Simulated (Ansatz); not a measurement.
Ca:
```
Ca
1.0
    0.00000     2.72757     2.72757
    2.72757     0.00000     2.72757
    2.72757     2.72757     0.00000
Ca
1
Direct
  0.00000   0.00000   0.00000
```

Relaxed with PBEsol. Special points in fractions of this cell's reciprocal vectors: Γ (0.000, 0.000, 0.000); X (0.500, 0.000, 0.500); U (0.625, 0.250, 0.625); K (0.375, 0.375, 0.750); L (0.500, 0.500, 0.500); W (0.500, 0.250, 0.750).

Problem. List the band energies nearest the Fermi level at these points for PBEsol in the plane-wave PAW code Ansatz.

Solution. In eV from the Fermi level; about four levels below and three above (degenerate sets whole), none deeper than 8.9 eV; points with the same levels are listed once.

| k | below | above |
|---|---|---|
| Γ | -4.10 | 2.38 2.38 2.38 |
| X | -0.50 | 0.54 1.03 4.22 |
| U | – | 0.01 0.39 0.86 |
| L | -1.02 -0.13 | 2.26 2.26 4.23 4.23 |
| W | – | 0.18 0.70 0.70 |

Space group Fm-3m (fcc (Cu type)). The cell was relaxed with PBEsol under the symmetry of its start.

Potentials: the later of the program's two PAW sets.
